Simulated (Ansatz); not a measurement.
CaO:
```
CaO
1.0
    0.00000     2.41539     2.41539
    2.41539     0.00000     2.41539
    2.41539     2.41539     0.00000
Ca O
1 1
Direct
  0.00000   0.00000   0.00000
  0.50000   0.50000   0.50000
```

Relaxed with PBE. Special points in fractions of this cell's reciprocal vectors: Γ (0.000, 0.000, 0.000); X (0.500, 0.000, 0.500); U (0.625, 0.250, 0.625); K (0.375, 0.375, 0.750); L (0.500, 0.500, 0.500); W (0.500, 0.250, 0.750).

Q: List the band energies nearest the valence-band maximum at these points for plane-wave PAW PBE (Ansatz code).

A: In eV from the valence-band maximum; about four levels below and three above (degenerate sets whole), none deeper than 8.9 eV; points with the same levels are listed once.

| k | below | above |
|---|---|---|
| Γ | 0.00 0.00 0.00 | 4.61 6.20 6.20 6.20 |
| X | -1.31 -0.38 -0.38 | 3.66 7.94 8.81 |
| U | -1.32 -1.21 -0.77 | 5.12 7.92 8.45 |
| L | -2.59 -1.16 -1.16 | 6.99 8.28 8.28 |
| W | -1.25 -1.05 -1.05 | 6.27 6.27 8.29 |

Space group Fm-3m (rock salt). The PBE relaxation kept the symmetry of its start.

Potentials: the later of the program's two PAW sets.
